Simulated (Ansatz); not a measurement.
Here is the system:

Ta2Ge:
```xyz
6
Lattice="4.6470 0.0000 0.0000 -2.3235 4.0244 0.0000 0.0000 0.0000 5.4698" Properties=species:S:1:pos:R:3 pbc="T T T"
Ge     0.0000     2.6829     1.3675
Ge     2.3235     1.3415     4.1024
Ta     0.0000     0.0000     0.0000
Ta     0.0000     0.0000     2.7349
Ta     0.0000     2.6829     4.1024
Ta     2.3235     1.3415     1.3675
```

This is the PBE-relaxed structure.

All from the program Ansatz at the PBE level (PAW), unless another level is named. Estimate the electronic character.

metallic (no gap).

What about the formation energy from the elements (no fitted shifts)?

-64 meV/atom.

Predict the density of states at the Fermi level.

0.76 states/eV per atom (mean over ±0.08 eV).

Space group P6_3/mmc. A made-up cell: these elements were put on the sites of a structure type; neither database checked (COD, Materials Project) lists it. Its standing as an ambient phase is unchecked. The cell was relaxed with PBE under the symmetry of its start; its stability against distortions is not shown here. The run is not spin-polarised. The references are the lowest solids computed at this level, not always the standard phases. Scalar-relativistic: spin–orbit coupling is off unless named, which matters more the heavier the elements.

Potentials: the later of the program's two PAW sets.
